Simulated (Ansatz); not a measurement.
Data:

TiPd:
```cif
data_Pd2Ti2
_chemical_formula_sum 'Ti2 Pd2'
_space_group_name_H-M_alt 'P 1'
_space_group_IT_number 1
_cell_length_a 4.52621
_cell_length_b 2.75843
_cell_length_c 4.83594
_cell_angle_alpha 90.000
_cell_angle_beta 90.000
_cell_angle_gamma 90.000
loop_
_space_group_symop_operation_xyz
  'x, y, z'
loop_
_atom_site_label
_atom_site_type_symbol
_atom_site_fract_x
_atom_site_fract_y
_atom_site_fract_z
_atom_site_occupancy
Ti1 Ti 0.25000 0.00000 0.70133 1
Ti2 Ti 0.75000 0.00000 0.29867 1
Pd1 Pd 0.25000 0.50000 0.18650 1
Pd2 Pd 0.75000 0.50000 0.81350 1
```

This is the PBEsol-relaxed structure.

Problem. All from PBEsol (plane waves, PAW; program Ansatz), unless another level is named. Give the highest zone-centre frequency.

Solution. 30.7 meV.

Problem. Give the bulk modulus (Birch–Murnaghan fit).

Solution. 171 GPa.

Space group Pmma. The first step of the workflow began from a Materials Project structure, measured or hypothetical; the Crystallography Open Database copy checked does not list it. COD files the formula under space group No. 221, so this cell is another polymorph or a model. With Ti and Pd taken as one species the cell has the higher symmetry Cmcm, so it may be an ordered model of a mixed-site phase. Its standing as an ambient phase is unchecked. Symmetry was held in the PBEsol relaxation. At this level the phase is mechanically unstable. No spin polarisation was allowed.

Potentials: the later of the program's two PAW sets.
